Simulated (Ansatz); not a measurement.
## Ansatz 0.2.0, settings compared: K3Pb2Au3

Run with:

```bash
ansatz run input.yaml --threads 1 --pin off --max-ram 2560MiB --backend cpu --events-out ev --progress --plain --runs-dir out
```

The input file (Ansatz 0.2.0, plane waves):

```yaml
crystal:
  lattice:
    - [3.205217, 5.551596, 0.0]
    - [-3.205217, 5.551596, 0.0]
    - [-3.205217, 1.850529, 7.193455]
  atoms:
    - { symbol: K, position: [0.5, 0.0, 0.5] }
    - { symbol: K, position: [0.0813, 0.8374, 0.2439] }
    - { symbol: K, position: [0.9187, 0.1626, 0.7561] }
    - { symbol: Au, position: [0.5, 0.5, 0.0] }
    - { symbol: Au, position: [0.0, 0.5, 0.0] }
    - { symbol: Au, position: [0.5, 0.0, 0.0] }
    - { symbol: Pb, position: [0.2471, 0.5058, 0.7413] }
    - { symbol: Pb, position: [0.7529, 0.4942, 0.2587] }
  symmetry: { tolerance: 0.0003 }
kpoints:
  mp_grid: { grid: [4, 4, 4], shift: [0, 0, 0] }
magnetization:
  spin_polarized: false
scf:
  occupations: { method: fermi_dirac }
hamiltonian:
  pseudopotentials: { kind: paw }
  xc: pbe
basis:
  ecutwfc: 420
output:
  forces: true
  stress: true
  eigenvalues: true
```

Origin of the cell: a known structure type with other elements, at an estimated volume, so it need not be a known compound.

The smearing width isn't typed, so it takes its default of 0.1 eV.

Output of this run (shortened):

```
Warning: crystal.lattice misses the space group found at crystal.symmetry.tolerance 3.0e-4 in a digit that the deck types, which is why this is a warning: making the lattice exact moves one o […]
Pseudopotentials: kind: paw
Pseudopotential: K, paw, valence charge 9, recommended cutoff 420 eV (normal), K.paw.azcp
Pseudopotential: Au, paw, valence charge 19, recommended cutoff 420 eV (normal), Au.paw.azcp
Pseudopotential: Pb, paw, valence charge 14, recommended cutoff 420 eV (normal), Pb.paw.azcp
Functional definition: PBE
  exchange = pbe_x(kappa = kappa, mu = beta*pi^2/3)
  correlation = pbe_c(beta = beta)
Crystal: 8 atoms, lattice volume = 256.002 Å³
Basis set: ecut = 420 eV, 4993 PW (Γ), exchange–correlation on 90×90×120 points (8 copies of the dense FFT grid, shifted against one another)
Bands: 68, of which v1, the nominal top of the filled ones, is band 56 counted from 1 (55 counted from 0)
Symmetry: 12 space group operations
[… 8 lines left out …]
Initial density: superposition of atomic densities (neutral atoms: chi_scale 0, normalization atom), corrected by the library's trained network
Functional: x = pbe(κ = 0.804, μ = 0.219515), c = pbe(β = 0.066725)
SCF iter   1: F=—  HF=-67875.000283 eV  Δρ=2.41e-3  dr2=2.62e-2  defer=14
SCF iter   2: F=—  HF=-67875.000976 eV  Δρ=1.31e-3  dr2=5.61e-3  defer=18
SCF iter   3: F=—  HF=-67875.000283 eV  Δρ=7.51e-4  dr2=1.80e-3  defer=18
SCF iter   4: F=—  HF=-67874.999968 eV  Δρ=1.90e-4  dr2=1.90e-4  defer=18
SCF iter   5: F=—  HF=-67874.999949 eV  Δρ=8.60e-5  dr2=2.48e-5  defer=18
SCF iter   6: F=—  HF=-67874.999933 eV  Δρ=2.15e-5  dr2=1.21e-6  defer=18
SCF iter   7: F=—  HF=-67874.999933 eV  Δρ=5.54e-6  dr2=1.33e-7  defer=18
SCF iter   8: F=-67874.999933 eV  HF=-67874.999933 eV  Δρ=2.60e-6  dr2=2.48e-8
SCF 1 converged in 8 iterations: F = -67874.999933 eV  dr2 = 2.48e-8
SCF converged after 8 iterations
Free energy (F): -67874.999933 eV
Harris-Foulkes:  -67874.999933 eV  (|F-HF|=1.60e-8)
Internal energy: -67874.838148 eV  (E = F + TS)
E sigma→0 (E₀):  -67874.919040 eV
Entropy (-TS):   -0.161786 eV (-20.223 meV/atom)
Fermi energy:    8.082796 eV
--- Per-component energies (eV) ---
  E_band       = -1690.419069
  E_kinetic    = 3168.091846
  E_local      = -15687.913552  (includes V_loc(G=0)·N_el)
  E_nonlocal   = 957.619042
  E_hartree    = 6656.845028
  E_xc         = -1531.326967
  E_vxc        = -1585.937786  (∫ρ·V_xc dr)
  E_paw        = -52284.852041  (= ΣΔE_a)
  E_vpaw       = -1855.989443  (= ΣTr[D̂ρ^β])
  E_aug_tail   = 0.004400  (compensation charges beyond the density's cutoff)
  E_ewald      = -9153.305904
  E_smearing   = -0.161786  (= −TS)
  Σ components = -67874.999933   (vs F -67874.999933, Δ=0.00e0)
--- Forces (eV/Å), atoms counted from 1 ---
  atom   1  K      0.000000     0.000000     0.000000
  atom   2  K     -0.000000     0.000000    -0.067639
  atom   3  K      0.000000    -0.000000     0.067639
  atom   4  Au     0.000000     0.000000    -0.000000
  atom   5  Au    -0.000000     0.000000    -0.000000
  atom   6  Au     0.000000    -0.000000     0.000000
  atom   7  Pb    -0.000000     0.000001    -2.751456
  atom   8  Pb     0.000000    -0.000001     2.751456
  max |Σ_I F_I| component: 4.44e-16 eV/Å
--- Stress (GPa, compression-positive) ---
        3.743137      -0.000000       0.000000
       -0.000000       3.743137      -0.000000
        0.000000      -0.000000       5.724577
  P = ⅓ Tr σ = 4.4036 GPa (44.036 kbar)
```

The same input was run again with these changes:

1. `scf.lower_state_search` default → standard
2. `magnetization` { spin_polarized: false } → { spin_polarized: true } (starts: ferro); `hamiltonian.hubbard` default → { sites: [{ species: Au, l: d, u_eff: 1.0 }], double_counting: amf }; `basis.ecutwfc` 420 → "300 eV"; typed moments: K1 2, K2 3, K3 1, Au4 3, Au5 2, Au6 2, Pb7 3, Pb8 1
3. `basis.ecutrho_ratio` default → 6; `hamiltonian.xc` pbe → revpbe; `scf.algorithm` default → density_mixing

```csv
run,end,SCF iterations,P (GPa),max force component (eV/Å),moment (μB),ΔE(σ→0) (meV/atom)
base,converged,8,4.40,2.751,–,0
1,converged,8,4.40,2.751,–,0.00
2,converged,17,4.53,2.807,0.00,–
3,converged,8,5.64,2.905,–,–
```

Energies are compared only where functional, datasets, charge and starting cell are the same.

Not properties of the system: run 2 (too coarse or loose: `basis.ecutwfc` = "300 eV").

Caveats of the base run: no spin-orbit coupling, though heavy elements are present; the k mesh is coarse if the cell is a metal.

Run 2: a starting moment was lost; the cutoff lies below the datasets' advice.
Run 3: forces of this functional can be a tenth off on datasets made under PBE.

The base run took 10 s on 1 thread of Intel(R) Xeon(R) Platinum 8488C (Sapphire Rapids), with other jobs on the host, peak memory 0.66 GiB, from the program's own first density.
